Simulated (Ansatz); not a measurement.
Self-aligned silicide contacts on shallow junctions

A comparison from first-principles data. A metal film that reacts with Si consumes substrate; on a shallow junction the depth consumed per thickness of contact matters as much as the driving force.

NiSi serves as the reference. 5 nm of metal is deposited and fully reacted. All products have no gap at this level.

### Data

Where the numbers come from (Ansatz, a plane-wave PAW program, with an older set of its potentials): volume per atom: r²SCAN, relaxed cell; metal volume, Si volume: r²SCAN, the element in its room-temperature structure; ΔH_f: r²SCAN, 0 K, against the elements in the same set-up, no fitted corrections.

Definitions used: Si consumed = metal thickness × y × V(Si)/V(metal); product = metal thickness × (1 + y) × V/V(metal); ratio = consumed/product; volume change = product/(metal + consumed) − 1.

```csv
crystal,Si atoms per metal atom,V (Å³/atom),V of the metal (Å³/atom),V of Si (Å³/atom),ΔH_f (eV/atom),Si consumed (nm),product thickness (nm),consumed per nm of product,volume change (%)
Mo3Si (Pm-3n),0.333,14.56,15.64,20.17,−0.333,2.15,6.20,0.35,−13
"NiSi (Pnma), reference",1.000,11.91,10.54,20.17,−0.473,9.57,11.30,0.85,−22
TaSi2 (P6₂22),2.000,14.42,18.05,20.17,−0.456,11.17,11.98,0.93,−26
WSi2 (I4/mmm),2.000,13.42,15.91,20.17,−0.311,12.68,12.65,1.00,−28
MoSi2 (I4/mmm),2.000,13.36,15.64,20.17,−0.470,12.90,12.81,1.01,−28
```

Run without spin polarisation: NiSi. Spin–orbit coupling is left out unless named. ΔH_f counts from the lowest computed solid of each element: Mo (Im-3m), Ni (Fm-3m, ferromagnetic), Si (Fd-3m), Ta (Im-3m), W (Im-3m).

### Worked example

Arithmetic for WSi2:

1. Si consumed: 5 × 2.000 × 20.17/15.91 = 12.68 nm
2. product thickness: 5 × (1 + 2.000) × 13.42/15.91 = 12.65 nm
3. Si consumed per nm of product: 12.68/12.65 = 1.00
4. volume change: 100 × (12.65/(5 + 12.68) − 1) = −28 %

### Result

Ranking by Si consumed per nm of product, lowest first: Mo3Si (0.35 ± 0.011), NiSi (0.85 ± 0.027), TaSi2 (0.93 ± 0.029), WSi2 (1.00 ± 0.032) ≈ MoSi2 (1.01 ± 0.032). The ± follows from allowances picked for this note (volume per atom 1 %, metal volume 1 %, 3 % for the model), carried to first order and added in quadrature; ≈ joins neighbours closer than their two ± added in quadrature. 1 of the 4 others clearly beat the reference on this figure.

The trade-off between low Si consumed per nm of product and low ΔH_f leaves these rows undominated: Mo3Si (0.35, −0.333); NiSi (0.85, −0.473). The reference is on the front.

### Caveats

Which phase forms first is kinetic; barrier heights, resistivities and agglomeration are not treated. Phases over 50 meV/atom above the lowest one at hand were not drawn (by r²SCAN where it compared them, else by the largest value; a layered or molecular lowest phase counts only with a dispersion term); other phases could lie lower still. Values belong to the structures named, which need not be the stable ones; other polymorphs differ. The rows are a sample and no shortlist: familiar crystals first, some related and some not, whatever their agreement with measurement; tables with many equal figures were not kept. Limits of the draw: ΔH_f under −0.03 eV/atom; for ΔH_f, runs without a dispersion term, no Mn, and elements whose lowest cell is their usual one. As a rule kept out of such tables: 4f compounds, open-shell compounds run without a Hubbard term, cells found unstable in the tests at hand, cells close to a higher symmetry, and runs set to a pressure or over 12 % in volume from the crystal's fullest run.
